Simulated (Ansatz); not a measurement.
IrO2 (rutile)

```xyz
6
Lattice="4.4718 0.0000 0.0000 0.0000 4.4718 0.0000 0.0000 0.0000 3.1536" Properties=species:S:1:pos:R:3 pbc="T T T"
Ir     0.0000     0.0000     0.0000
Ir     2.2359     2.2359     1.5768
O      1.3809     1.3809     0.0000
O      3.6168     0.8550     1.5768
O      0.8550     3.6168     1.5768
O      3.0909     3.0909     0.0000
```

Two coordinates are scanned: the volume, and the ratio of the stretch along z (the conventional c axis) to the stretch across it. Atoms keep their fractional coordinates.

These are PBEsol (plane waves to 420 eV, PAW, scalar-relativistic; Ansatz, a first-principles code) values and carry that method's errors. k mesh 11×11×15 (Γ-centred), Fermi-Dirac smearing 0.05 eV. Stress and pressure are positive under compression. As the atoms are clamped, bonds stretch with the cell, which overstates energies and stresses. With partly filled bands, the response to shear is sensitive to the k mesh, so small differences along c/a are uncertain. IrO2 is run without spin polarisation and with no Hubbard U. IrO2 was relaxed with its symmetry unable to fall. Spin-orbit coupling is left out, though Ir is heavy.

At one point of the scan the stress tensor (GPa) is:

```
   -6.8      0.0      0.0
    0.0     -6.8      0.0
    0.0      0.0     -9.3
```

**Question.** Which point is it?
(A) V/V₀ = 1.000, (c/a)/(c/a)₀ = 1.080
(B) V/V₀ = 1.027, (c/a)/(c/a)₀ = 1.000
(C) V/V₀ = 1.027, (c/a)/(c/a)₀ = 1.053
(D) V/V₀ = 1.027, (c/a)/(c/a)₀ = 1.027

**Answer.** B, V/V₀ = 1.027, (c/a)/(c/a)₀ = 1.000

(Under strain, the slope of the energy per volume gives the stress and its curvature an elastic modulus.)
